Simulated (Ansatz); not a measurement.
The end point of a relaxation of KBr. Space group Pm-3m (No. 221), CsCl type. All values below come from r2SCAN (plane waves to 500 eV, PAW, scalar-relativistic; Ansatz, a quantum-chemistry and plane-wave program).

Space group Pm-3m (No. 221); a = 3.976 Å, b = 3.976 Å, c = 3.976 Å, α = 90.00°, β = 90.00°, γ = 90.00°

| atom | site | symmetry | x | y | z |
|---|---|---|---|---|---|
| Br | 1b | m-3m | 0.5000 | 0.5000 | 0.5000 |
| K | 1a | m-3m | 0.0000 | 0.0000 | 0.0000 |

Task: What is the computed band gap (r2SCAN)?

Result: 4.77 eV, indirect (valence top at k = (0, -0.5, -0.5), conduction bottom at Γ) (no spin-orbit coupling).

Task: Give the smallest direct gap at the level r2SCAN.

Result: 5.05 eV at Γ.

No spin polarisation in the result.

The run could not lose the symmetry of its start.

The first start was generated by placing the elements on the sites of a structure type. Materials Project lists a structure of KBr in the same space group, Pm-3m (No. 221); the sites were not compared with it, nor with measured phases. Known forms of KBr include space group No. 225.
